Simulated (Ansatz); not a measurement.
The elements of this relaxed trial crystal are hidden behind letters.

```
lattice vectors (Å)
   2.1479   -3.7147    0.0000
   2.1479    3.7147    0.0000
   0.0000    0.0000    2.6200
fractional positions
X 0.3208 0.6792 0.5000
X 0.6792 0.3208 0.5000
Z 0.5000 0.5000 0.0000
```

The calculation used DFT PBE, scalar-relativistic, plane waves, PAW in Ansatz. Cutoff 420 eV, Γ-centred 12×12×18 mesh (3-atom cell), Gaussian smearing of 0.10 eV, no spin polarisation.

```
Space group                                 : Cmmm (No. 65)
Conventional cell                           : a = 4.296 Å, b = 7.429 Å, c = 2.620 Å
Volume per atom                             : 13.94 Å³
Density                                     : 2.79 g/cm³
Formation energy                            : +0.10 eV/atom
Gap on the 12×12×18 mesh of the 3-atom cell : 0 eV (a metal)
```

Energies are uncorrected and count from the elements' standard states at the same level.

Task: X is a p-block element of period 3 and Z is a p-block element of period 2. Which elements are they?

Result: X = Si, Z = N, so the formula is Si2N. Density times volume gives a mean mass of 2.79 × 13.94/1.6605 = 23.4 u per atom, and this set has 23.4 u. Si has 2 N at 1.87 Å and 2 Si at 2.39 Å; N is surrounded by 4 Si at 1.87 Å. Other sets within the hints have nearly the same mass, so mass alone doesn't settle it; this one was computed.

An odd number of electrons in the primitive cell allows no gap without spin; a larger cell or a magnetic state could open one. Symmetry constrained the relaxation, so the result can be a saddle point. Another cell of Si2N relaxed alike, in P2/m, lies 178 meV/atom lower, so this cell isn't the stable form at this level.
